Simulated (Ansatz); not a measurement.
A geometry of As away from equilibrium: step 2 of the relaxation of a relaxed As cell deformed by the Cartesian strain tensor (xx, yy, zz, yz, xz, xy) = (0.141, -0.024, 0.033, 0.096, -0.014, -0.019). All values below come from r2SCAN (plane waves to 500 eV, PAW, scalar-relativistic; Ansatz, a quantum-chemistry and plane-wave program). Γ-centred k-mesh 7×7×8 on the run's cell (coarser than for final values), Fermi–Dirac smearing 0.05 eV. The plane waves were selected for a different cell earlier on the path.

```
As
1.0
    1.89001     1.42486     5.25717
   -2.01305     1.45233     5.29780
   -0.03567    -1.58969     5.01761
As
2
Direct
  0.18945   0.18573   0.24769
  0.81055   0.81427   0.75231
```

Q: Give the Cartesian forces on all atoms (eV/Å).

A: 
```csv
atom,Fx,Fy,Fz
As1,0.06,0.73,1.05
As2,-0.06,-0.73,-1.05
```

The path ends in P-3m1 (No. 164). No spin polarisation in the result. No dispersion correction is included, so spacings between layers, chains or molecules are soft and tend to come out too large.

The run could not lose the symmetry of its start: the end is stationary, and may be a saddle point rather than a minimum.

The end of the path is a generated cell of As: the first start was made by placing the elements on the sites of a structure type, and the end was not matched to a known phase here, so it may be hypothetical. Known forms of As include space group No. 166.
